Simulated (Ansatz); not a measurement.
Li3VS4 in space group P-43m (No. 215; Li on 3d, V on 1a, S on 4e), LDA in the plane-wave PAW code Ansatz: ε∞ = 3.47, cell volume 189.57 Å³. Infrared-active transverse modes:

| ω_TO (cm⁻¹) | oscillator strength S_xx (e²/amu) |
|---|---|
| 215.1 | 0.001299 |
| 288.2 | 0.005342 |
| 444.9 | 0.6116 |
| 540.5 | 0.01228 |

Question: Compute the static dielectric constant.

Answer: Each mode adds (4.921e7/V) S/ω²: 0.01, 0.02, 0.80, 0.01. So ε0 = 4.31.

The workflow started from a Materials Project entry (that database holds measured and hypothetical structures alike); the Crystallography Open Database copy checked does not list it. Whether it is the stable phase at ambient conditions was not checked. The LDA relaxation kept the symmetry of its start; phonons on a q-mesh show no instability. No spin polarisation was allowed.

Potentials: the later of the program's two PAW sets.
